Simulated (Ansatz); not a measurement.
All numbers below come from DFT PBE, scalar-relativistic, plane waves, PAW (Ansatz). Settings: cutoff 420 eV, Γ-centred meshes spaced at most about 0.3 Å⁻¹, and about 0.25 Å⁻¹ or finer for metals (2π included), Gaussian smearing. No spin polarisation in the final relaxations.

Temperature and zero-point effects are left out. All come from trial cells, and lower structures may exist.

Problem. Order these relaxed structures of Zr3TiC4 by energy, lowest first, with the energy over the lowest of them.
1.

```cif
data_structure
_symmetry_space_group_name_H-M 'Pm-3m'
_symmetry_Int_Tables_number 221
_cell_length_a 4.6313
_cell_length_b 4.6313
_cell_length_c 4.6313
_cell_angle_alpha 90.000
_cell_angle_beta 90.000
_cell_angle_gamma 90.000
_cell_volume 99.34
loop_
_atom_site_label
_atom_site_type_symbol
_atom_site_symmetry_multiplicity
_atom_site_Wyckoff_symbol
_atom_site_fract_x
_atom_site_fract_y
_atom_site_fract_z
_atom_site_occupancy
Zr1 Zr 3 c 0.50000 0.00000 0.50000 1
Ti1 Ti 1 a 0.00000 0.00000 0.00000 1
C1 C 1 b 0.50000 0.50000 0.50000 1
C2 C 3 d 0.00000 0.50000 0.00000 1
```

2.

```cif
data_structure
_symmetry_space_group_name_H-M 'Cmmm'
_symmetry_Int_Tables_number 65
_cell_length_a 6.5377
_cell_length_b 9.2430
_cell_length_c 3.2756
_cell_angle_alpha 90.000
_cell_angle_beta 90.000
_cell_angle_gamma 90.000
_cell_volume 197.94
loop_
_atom_site_label
_atom_site_type_symbol
_atom_site_symmetry_multiplicity
_atom_site_Wyckoff_symbol
_atom_site_fract_x
_atom_site_fract_y
_atom_site_fract_z
_atom_site_occupancy
Zr1 Zr 2 a 0.00000 0.00000 0.00000 1
Zr2 Zr 4 f 0.25000 0.25000 0.50000 1
Ti1 Ti 2 b 0.50000 0.00000 0.00000 1
C1 C 4 i 0.50000 0.24518 0.00000 1
C2 C 4 h 0.25966 0.00000 0.50000 1
```

Solution. 2 (0 meV/atom), 1 (13 meV/atom). Forms: 2 Zr and Ti ordered on rock salt sites, Cmmm; 1 Zr and Ti ordered on rock salt sites, Pm-3m. Counting C atoms around Ti and Zr (those within 1.25 times the shortest such distance or 1.15 times the sum of covalent radii, 1.27 where that leaves under three): cell 2 has Zr 6, Ti 6; cell 1 has Zr 6, Ti 6.

For metals, differences of a few meV/atom aren't resolved. Cells relaxed within their symmetry can be saddle points. Some structure types and database cells were kept out of the candidates from the start, so a known form may be missing.
